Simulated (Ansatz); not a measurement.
# TiTe$_{2}$: levels along high-symmetry lines

```xyz
3
Lattice="3.7770 0.0000 0.0000 -1.8885 3.2710 0.0000 0.0000 0.0000 6.4980" Properties=species:S:1:pos:R:3 pbc="T T T"
Ti    0.0000    0.0000    0.0000
Te    1.8885    1.0903    1.7077
Te    0.0000    2.1807    4.7903
```

Atoms are numbered in the order listed.

The cell is COD entry 1008063, as deposited and not checked against the literature; nothing was relaxed.

Spin–orbit coupling is left out, though it moves levels of the heavy atoms by tenths of an eV or more.

The calculation used Ansatz 0.2.0, DFT, PBE, all-electron LAPW, scalar-relativistic.

The runs use a Γ-centred 13×13×7 k mesh, Fermi–Dirac smearing of 0.03 eV, basis error target 1 meV/atom, no spin polarisation.

Points in fractions of the reciprocal vectors of this cell: Γ (0, 0, 0), M (0.5, 0, 0), K (0.333, 0.333, 0), A (0, 0, 0.5), L (0.5, 0, 0.5), H (0.333, 0.333, 0.5). The path joins them by straight lines in the order Γ–M–K–Γ–A–L–H–A–L; legs that retrace an earlier one aren't tabulated. Energies are in eV from the Fermi level.

Task: List the levels at M between -5 and 2 eV.

Result: -4.97, -3.71, -2.74, -2.43, -1.78, -1.16, -0.01, 1.12, 1.45.

Task: List the levels at A between -5 and 2 eV.

Result: -3.33, -2.67, -1.64 (×2), 0.36 (×2), 0.72 (×2), 0.99.

Task: List the levels at Γ between -5 and 2 eV.

Result: -1.71 (×2), 0.32, 0.37 (×2), 0.54, 1.04 (×2).

Task: What is the band gap?

Result: none: bands cross the Fermi level, a metal.
